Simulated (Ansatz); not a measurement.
# Computed properties of Bi2Te3

Bi2Te3:
Space group P-3m1 (No. 164); a = 4.3511 Å, b = 4.3511 Å, c = 10.5648 Å, α = 90.00°, β = 90.00°, γ = 120.00°

```json
[
 {"atom": "Bi", "site": "2d", "symmetry": "3m.", "x": "0.3333", "y": "0.6667", "z": "0.1918"},
 {"atom": "Te", "site": "1a", "symmetry": "-3m.", "x": "0.0000", "y": "0.0000", "z": "0.0000"},
 {"atom": "Te", "site": "2d", "symmetry": "3m.", "x": "0.6667", "y": "0.3333", "z": "0.3558"}
]
```

Space group P-3m1 (No. 164), La2O3 or Ni2Al3 type; conventional cell a = b = 4.351 Å, c = 10.565 Å, α = β = 90.00°, γ = 120.00°.

Method: plane-wave PAW PBEsol (Ansatz code). Geometry: relaxed at this level of theory. Other levels are named where they apply.

Cell and energy:

Volume per atom: 34.64 Å³
Density: 7.68 g/cm³
Formation energy from the elements (no fitted shifts): -0.21 eV/atom

Electronic structure:

* **Band gap**: 0.47 eV (direct)
* **Valence-band maximum**: at Γ
* **Conduction-band minimum**: at Γ
* **Electron effective mass**: 0.077, 0.077, 0.25 mₑ (principal values)
* **Hole effective mass**: 0.16, 0.16, 0.23 mₑ (principal values)

Dielectric response:

Electronic dielectric constant ε∞ (DFPT): 28.4 (xx = yy), 19.3 (zz)
Born charges (a third of the trace): Bi +5.30, Te -4.59 to -3.00 e

The cell is a constructed one: a structure type filled with these elements; neither database checked (COD, Materials Project) lists it. It is not the phase usual at ambient conditions (space group No. 166). The PBEsol relaxation kept the symmetry of its start; whether a distortion lowers the energy is not shown. The references are the lowest solids computed at this level, not always the standard phases. Spin–orbit coupling is left out wherever it is not named.

Potentials: the earlier of the program's two PAW sets. The files were generated under PBE; for other functionals the program regenerates the frozen cores, and for LDA and PBEsol the local potential too.
